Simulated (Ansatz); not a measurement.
Values for one crystal, relaxed and computed with r²SCAN in the plane-wave PAW code Ansatz; other levels are named.

```yaml
volume_per_atom: 12.92 Å³
electronic_character: metallic (no gap)
mechanical_stability: unstable (C has a negative eigenvalue)
Elastic constants (relaxed ions, GPa): C11 = 122, C12 = 139, C44 = 57.2
highest_zone_centre_frequency: 7.87 THz
Formation energy from the elements (no fitted shifts): -0.17 eV/atom
Bulk modulus (Birch–Murnaghan fit): 133 GPa
```

Question: Pick the material that matches.
(A) AlCu, CsCl type
(B) BeCo, CsCl type
(C) LiPb, CsCl type
(D) ScPd, CsCl type

Answer: A, AlCu, CsCl type

Space group Pm-3m (CsCl type). The workflow started from a Materials Project entry (that database holds measured and hypothetical structures alike); the Crystallography Open Database copy checked does not list it. COD files the formula under space group No. 12. Whether it is the stable phase at ambient conditions was not checked. Symmetry was held in the r²SCAN relaxation. The run is not spin-polarised. As this level gives no gap, shear constants depend on the k-mesh and smearing (Fermi–Dirac, 0.1 eV here). As this level gives no gap, phonon frequencies hold no LO–TO term and depend on the k-mesh and smearing (Fermi–Dirac, 0.1 eV here). The references are the lowest solids computed at this level, not always the standard phases.

Potentials: the later of the program's two PAW sets.
